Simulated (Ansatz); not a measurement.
# K2ScSi2, a known structure type with other elements, at an estimated volume

```
Sc K Si
1.0
     0.00000    4.51865    0.00000
     4.51865    0.00000    0.00000
     2.25932    2.25932   -5.76978
Sc K Si
1 2 2
Direct
  0.00000 0.00000 0.00000
  0.75000 0.25000 0.50000
  0.25000 0.75000 0.50000
  0.37500 0.37500 0.25000
  0.62500 0.62500 0.75000
```

The numbers come from plane-wave PAW DFT (Ansatz): r2SCAN, no spin polarisation, 500 eV, 8×8×8 Γ-centred k points, fermi-dirac occupations (width 0.1 eV). Nothing was relaxed.

Where is the largest force?

The largest is on Si4 (and as large on other atoms): 6.14 eV/Å, components (0.00, 0.00, 6.14). It makes 123° with the line to a nearest neighbour, K2 at 2.68 Å.

Metal or insulator?

It is a metal, with about 4.5 states/eV a cell as the mean within 0.25 eV of the Fermi level, mostly Sc d (41 %) and Si p (41 %).

How is the charge shared?

Bader charges in e: K +0.50, Sc +1.29, Si -1.15. In the mean Sc gives up most and Si takes most.

What does the stress say?

The pressure is 12.9 GPa (compression positive), so with the atoms held at these fractions the cell would first expand; the forces are large, so a full relaxation may end otherwise.

Origin: a known structure type with other elements, at an estimated volume, so it need not be a known compound. Caveats: atoms or cell far from equilibrium.
